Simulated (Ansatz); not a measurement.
ScOF:
```xyz
6
Lattice="3.5360 0.0000 0.0000 0.0000 3.5360 0.0000 0.0000 0.0000 5.0284" Properties=species:S:1:pos:R:3 pbc="T T T"
Sc     1.7680     0.0000     3.5648
Sc     0.0000     1.7680     1.4636
O      0.0000     0.0000     2.5142
O      1.7680     1.7680     2.5142
F      1.7680     1.7680     0.0000
F      0.0000     0.0000     0.0000
```

Relaxed with LDA. Special points in fractions of this cell's reciprocal vectors: Γ (0.000, 0.000, 0.000); X (0.000, 0.500, 0.000); M (0.500, 0.500, 0.000); Z (0.000, 0.000, 0.500); R (0.000, 0.500, 0.500); A (0.500, 0.500, 0.500).

Question: List the band energies nearest the valence-band maximum at these points for LDA (plane waves, PAW; program Ansatz).

Answer: In eV from the valence-band maximum; about four levels below and three above (degenerate sets whole), none deeper than 8.9 eV; points with the same levels are listed once.

```json
[
 {"k": "Γ", "below": "-1.49 -0.72 -0.26 -0.26", "above": "4.41 4.72 5.20"},
 {"k": "X", "below": "-2.01 -2.01 -0.73 -0.73", "above": "4.73 4.73 5.32 5.32"},
 {"k": "M", "below": "-0.73 -0.73 -0.23 -0.23", "above": "4.57 4.57 5.59 5.59 5.60 5.60"},
 {"k": "Z", "below": "-2.29 -2.29 -0.12 -0.12", "above": "4.57 4.68 5.35"},
 {"k": "R", "below": "-2.05 -2.05 -1.35 -1.35", "above": "4.98 4.98 5.08 5.08"},
 {"k": "A", "below": "-1.23 -1.23 -0.30 -0.30", "above": "4.79 4.79 5.51 5.51"}
]
```

Space group P4/nmm. The workflow started from a Materials Project entry (that database holds measured and hypothetical structures alike); the Crystallography Open Database copy checked does not list it. Whether it is the stable phase at ambient conditions was not checked. The cell was relaxed with LDA under the symmetry of its start. At this level the phase is dynamically unstable (imaginary phonons). The run is not spin-polarised.

Potentials: the later of the program's two PAW sets.
